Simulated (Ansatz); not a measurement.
Relaxed MgPd (CsCl type):

```
MgPd
1.0
    6.20765     0.00000     0.00000
    3.10383     3.10383     0.00000
    0.00000     0.00000     3.10383
Mg Pd
2 2
Cartesian
  0.00000   0.00000   0.00000
  3.10383   0.00000   0.00000
  1.55191   1.55191   1.55191
  4.65574   1.55191   1.55191
```

The atoms are displaced by Q × the pattern below (from a DFPT mode at M = (0.5, 0.5, 0.0), largest move 1; Q in Å), at fixed cell. It is one choice among 2 degenerate patterns. (q is in reciprocal vectors of the primitive cell; the cell shown is doubled to hold the pattern.)

| atom | x | y | z |
|---|---|---|---|
| Mg1 | 0.760 | 0.000 | 0.000 |
| Mg2 | -0.760 | 0.000 | 0.000 |
| Pd3 | 0.000 | 1.000 | 0.000 |
| Pd4 | 0.000 | -1.000 | 0.000 |

These are LDA (plane waves to 420 eV, PAW, scalar-relativistic; Ansatz, a quantum-chemistry and plane-wave program) values and carry that method's errors. k mesh 15×15×15 (Γ-centred), Fermi-Dirac smearing 0.05 eV. Energies are smeared free energies. With partly filled bands, energies and forces of such displacements shift with the k mesh and the smearing. MgPd is run without spin polarisation. MgPd was relaxed with its symmetry unable to fall. The zero of ΔE is the undisplaced structure. The last digit holds for this mesh only.

```json
[
 {"Q (Å)": "-0.1000", "ΔE (meV/cell)": "30.35"},
 {"Q (Å)": "-0.0833", "ΔE (meV/cell)": "20.57"},
 {"Q (Å)": "-0.0667", "ΔE (meV/cell)": "withheld"},
 {"Q (Å)": "-0.0500", "ΔE (meV/cell)": "7.14"},
 {"Q (Å)": "-0.0333", "ΔE (meV/cell)": "3.14"},
 {"Q (Å)": "-0.0167", "ΔE (meV/cell)": "0.78"},
 {"Q (Å)": "0.0000", "ΔE (meV/cell)": "0.00"},
 {"Q (Å)": "0.0167", "ΔE (meV/cell)": "0.78"},
 {"Q (Å)": "0.0333", "ΔE (meV/cell)": "3.14"},
 {"Q (Å)": "0.0500", "ΔE (meV/cell)": "7.14"},
 {"Q (Å)": "0.0667", "ΔE (meV/cell)": "withheld"},
 {"Q (Å)": "0.0833", "ΔE (meV/cell)": "20.57"},
 {"Q (Å)": "0.1000", "ΔE (meV/cell)": "30.35"}
]
```

Q: Fit an even polynomial form (powers 2, 4) to the given rows and predict ΔE at Q = 0.0667.

A: Least squares on the 11 given rows: ΔE = (2801)·Q² + (23410)·Q⁴, in meV/cell with Q in Å; root-mean-square residual 0.005 meV/cell. At 0.0667 the fit gives 12.92 meV/cell; the calculation gives 12.91 meV/cell, so the interpolation is off by 0.01 (+0.1 %). The quadratic term alone would give 12.46 meV/cell.

(A displaced cell: forces are minus the slopes of the energy, force constants its curvatures, and phonons follow from these.)
